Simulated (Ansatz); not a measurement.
Starting cell, SiC (wurtzite):

```
CELL_PARAMETERS angstrom
      6.15061     0.00000     0.00000
     -1.53765     2.66329     0.00000
      0.00000     0.00000     5.04816
ATOMIC_POSITIONS crystal
  Si 0.33333 0.33333 0.00050
  Si 0.83333 0.33333 0.00050
  Si 0.16667 0.66667 0.50050
  Si 0.66667 0.66667 0.50050
  C  0.33333 0.33333 0.62470
  C  0.83333 0.33333 0.62470
  C  0.16667 0.66667 0.12470
  C  0.66667 0.66667 0.12470
```

The atoms are displaced by Q × the pattern below (from a DFPT mode at M = (0.5, 0.0, 0.0), largest move 1; Q in Å), at fixed cell. (q is in reciprocal vectors of the primitive cell; the cell shown is doubled to hold the pattern.)

```
atom       x       y       z
----  ------  ------  ------
Si1    0.033   0.019  -0.999
Si2   -0.033  -0.019   0.999
Si3   -0.033  -0.019  -0.999
Si4    0.033   0.019   0.999
C5    -0.151  -0.087  -0.643
C6     0.151   0.087   0.643
C7     0.151   0.087  -0.643
C8    -0.151  -0.087   0.643
```

All values below come from r2SCAN (plane waves to 500 eV, PAW, scalar-relativistic; Ansatz, a quantum-chemistry and plane-wave program). k mesh 6×12×7 (Γ-centred), Fermi-Dirac smearing 0.05 eV. Energies are smeared free energies. SiC was relaxed with its symmetry unable to fall. ΔE is measured from the undisplaced structure.

The scan covers Q from -0.180 to 0.180 Å in 13 points.

Q: Which space group does the distorted structure have?

A: Pmn2_1 (No. 31), lowered from P6_3mc.

Q: What is the energy change at Q = 0.180 Å?

A: 976 meV/cell.

Q: What harmonic wavenumber does the curvature at Q = 0 give?

A: 352 cm⁻¹.

(A displaced cell: forces are minus the slopes of the energy, force constants its curvatures, and phonons follow from these.)
